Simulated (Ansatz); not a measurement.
Two-dimensional strain map in NaWO$_{3}$

Level of theory: Ansatz, DFT r2SCAN, scalar-relativistic, plane waves, PAW. Settings: plane waves to 500 eV, k-mesh 12×12×12 (Γ-centred), Gaussian smearing 0.15 eV. Spin–orbit coupling is left out, which can shift energies with elements as heavy as these. No spin polarisation. Energies are free energies at this smearing, counted from the undisturbed cell; pressure is positive in compression.

The undisturbed cell (as given, not relaxed at this level; it stands at 4.8 GPa, and it needn't be the usual structure):

```yaml
crystal:
  lattice:
    - [3.85000, 0.00000, 0.00000]
    - [0.00000, 3.85000, 0.00000]
    - [0.00000, 0.00000, 3.85000]
  atoms:
    - { symbol: Na, position: [0.00000, 0.00000, 0.00000] }
    - { symbol: W, position: [0.50000, 0.50000, 0.50000] }
    - { symbol: O, position: [0.50000, 0.50000, 0.00000] }
    - { symbol: O, position: [0.00000, 0.50000, 0.50000] }
    - { symbol: O, position: [0.50000, 0.00000, 0.50000] }
```

The cell is strained by p along both x and y and by q along z, fractional coordinates fixed. Points are written (p, q).

Energy above the undisturbed cell in meV/atom (a dash: not computed):

```
 p \ q  -0.080  -0.040  0.000  0.040  0.080
-0.080   755.1   551.1      ?  419.1  434.7
-0.040       ?       –  112.9      –      ?
 0.000   200.9    50.9    0.0   13.8   68.6
 0.080       ?       –  174.0      –  309.3
```

(1) Fill in the withheld energies.

Answers

(1) (-0.080, 0.000): 450.0; (-0.040, -0.080): 362.2; (-0.040, 0.080): 141.0; (0.080, -0.080): 298.8.

Symmetry holds off the tilts and polar distortions that many cubic perovskites undergo.